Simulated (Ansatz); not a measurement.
Given:

In₂Ge₂O₇:
```
CELL_PARAMETERS angstrom
      3.35050     4.41183     0.00000
     -3.35050     4.41183     0.00000
     -1.06824     0.00000     4.82774
ATOMIC_POSITIONS crystal
  In 0.69284 0.69284 0.00000
  In 0.30716 0.30716 0.00000
  Ge 0.76618 0.23382 0.59297
  Ge 0.23382 0.76618 0.40703
  O  0.07454 0.59473 0.21159
  O  0.92546 0.40527 0.78841
  O  0.59473 0.07454 0.78841
  O  0.40527 0.92546 0.21159
  O  0.00000 0.00000 0.50000
  O  0.40865 0.59135 0.72694
  O  0.59135 0.40865 0.27306
```

This is the r²SCAN-relaxed structure. Tensor components refer to the Cartesian frame of this cell.

Question: All from r²SCAN in the plane-wave PAW code Ansatz, unless another level is named. Give the electron effective mass with spin–orbit coupling.

Answer: 0.25, 0.27, 0.27 mₑ (principal values).

Question: Predict the hole effective mass with spin–orbit coupling.

Answer: 0.59 along x, 1.9 along z (mₑ).

Question: Predict the HSE06 gap on the r²SCAN cell.

Answer: 3.87 eV.

Question: Predict the valence-band maximum.

Answer: at Γ.

Space group C2/m. The first step of the workflow began from a Materials Project structure, measured or hypothetical; the Crystallography Open Database files this formula in space group No. 12, but the cells were not matched. Whether it is the stable phase at ambient conditions was not checked. The cell was relaxed with r²SCAN under the symmetry of its start; whether a distortion lowers the energy is not shown. Spin–orbit coupling is left out wherever it is not named.

Potentials: the later of the program's two PAW sets.
